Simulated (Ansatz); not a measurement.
Values for one crystal, relaxed and computed with PBEsol in the plane-wave PAW code Ansatz; other levels are named.

- Volume per atom: 16.65 Å³
- Electronic character: metallic (no gap)
- Bulk modulus (Birch–Murnaghan fit): 118 GPa
- Density of states at the Fermi level: 0.26 states/eV per atom (mean over ±0.08 eV)
- Young's modulus: 92.9 GPa
- Dynamical stability on the path: stable (no imaginary branch)
- Debye temperature from the elastic constants: 233 K

Which of these materials gives this?
(A) Ir, fcc (Cu type)
(B) Ta, fcc (Cu type)
(C) Ag, fcc (Cu type)
(D) Mg, bcc (W type)

C, Ag, fcc (Cu type)

Space group Fm-3m (fcc (Cu type)). The cell was relaxed with PBEsol under the symmetry of its start. The run is not spin-polarised. As this level gives no gap, shear constants depend on the k-mesh and smearing (Fermi–Dirac, 0.1 eV here). Scalar-relativistic: spin–orbit coupling is off unless named, which matters more the heavier the elements.

Potentials: the earlier of the program's two PAW sets. The files were generated under PBE; for other functionals the program regenerates the frozen cores, and for LDA and PBEsol the local potential too.
